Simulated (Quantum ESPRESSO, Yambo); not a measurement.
RbBr at +1 % isotropic strain: DFT and GW levels

```
RbBr
1.0
    4.11239     0.00000     0.00000
    0.00000     4.11239     0.00000
    0.00000     0.00000     4.11239
Br Rb
1 1
Direct
  0.50000   0.50000   0.50000
  0.00000   0.00000   0.00000
```

The PBEsol cell relaxed from Materials Project entry mp-23303 was given an isotropic strain of +1 % on all lattice vectors, and the atoms were relaxed again.

Starting point: norm-conserving PBEsol (Quantum ESPRESSO, 46 Ry, no spin-orbit coupling). G0W0 in Yambo: 4×4×4 Γ-centred k mesh, 155 bands and a 10 Ry block in the screening, 155 bands in G with the Bruneval-Gonze terminator, plasmon pole fitted at 27.2 eV.

| Item | Value |
|---|---|
| PBEsol gap along the band path | 3.94 eV |
| PBEsol gap between the mesh's edge points (M → Γ) | 3.94 eV |
| G0W0 gap between the same points | 6.40 eV |
| PBEsol smallest direct gap on the mesh (at Γ) | 4.09 eV |
| G0W0 direct gap at that point | 6.58 eV |

```csv
k point,band,E PBEsol (eV),E QP (eV),shift (eV),Z
Γ,VB,-0.16,-1.95,-1.79,0.81
Γ,CB,3.94,4.64,0.70,0.86
M,VB,0.00,-1.76,-1.76,0.81
M,CB,5.19,6.00,0.81,0.87
R,VB,-1.39,-3.27,-1.88,0.81
R,CB,8.13,8.98,0.85,0.86
```

Energies count from the PBEsol valence-band maximum.

Convergence of the G0W0 settings was not tested.

Spin-orbit splittings are left out.

This is not the ordinary phase of the substance; no match was found in the copy of COD used, and its stability was not checked.
